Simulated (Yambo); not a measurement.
Optical response of TiPt$_{3}$

```
TiPt3
1.0
    3.92453     0.00000     0.00000
    0.00000     3.92453     0.00000
    0.00000     0.00000     3.92453
Ti Pt
1 3
Direct
  0.00000   0.00000   0.00000
  0.50000   0.50000   0.00000
  0.00000   0.50000   0.50000
  0.50000   0.00000   0.50000
```

Yambo, RPA with local fields on LDA bands; 8×8×8 mesh, 104 bands, 4 Ry local-field block, 0.25 eV broadening; field along x.

```csv
E (eV),Im ε,"Im ε, independent particles"
0.6,25.2,25.4
1.2,27.8,28.1
1.9,36.8,37.3
2.5,37.4,38.2
3.1,24.1,24.8
3.8,14.5,15.0
4.4,10.0,10.3
5.0,7.46,7.57
5.6,6.53,6.57
6.2,5.45,5.51
6.9,5.42,5.42
7.5,4.79,4.79
8.1,4.49,4.43
8.8,4.21,4.17
9.4,3.69,3.66
10.0,3.16,3.12
10.6,2.54,2.56
11.2,2.09,2.24
11.9,2.49,2.63
12.5,2.07,2.31
13.1,2.08,2.38
13.8,1.75,2.01
14.4,1.80,2.09
15.0,1.77,2.16
15.6,1.70,2.08
16.2,1.65,2.02
16.9,1.84,2.31
17.5,2.13,2.80
18.1,2.35,3.11
18.8,2.70,3.52
19.4,2.87,3.38
20.0,1.99,2.28
```

Only interband transitions are included: the Drude term is missing, so nothing below about 0.6 eV and no real part is shown. Peak heights and small wiggles depend on the k mesh.

Spin-orbit coupling is left out; for elements this heavy it splits bands near the Fermi level.

Geometry of the Materials Project entry, not relaxed at this level.
